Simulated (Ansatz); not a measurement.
According to DFT-r²SCAN in the program Ansatz with PAW potentials, GaSi2N in the trigonal phase (R3m; Ga on 3a, N on 3a, Si on 3a, Si on 3a) relaxes to a = 2.876 Å, c = 25.525 Å. N has 3 nearest neighbours from 1.75 Å (trigonal pyramidal). Its formation energy from the elements is -0.13 eV/atom, with no fitted shifts.

Electronic character: metallic (no gap).

Bader charges are Ga +0.22, N -2.37, Si -0.26 to +2.41 e.

The start of the workflow was typed in or built on a structure type; neither database checked (COD, Materials Project) lists it. Whether it is the stable phase at ambient conditions was not checked. Symmetry was held in the r²SCAN relaxation; whether a distortion lowers the energy is not shown. The references are the lowest solids computed at this level, not always the standard phases (solids in place of the gases). Spin–orbit coupling is left out wherever it is not named.

Potentials: the earlier of the program's two PAW sets.
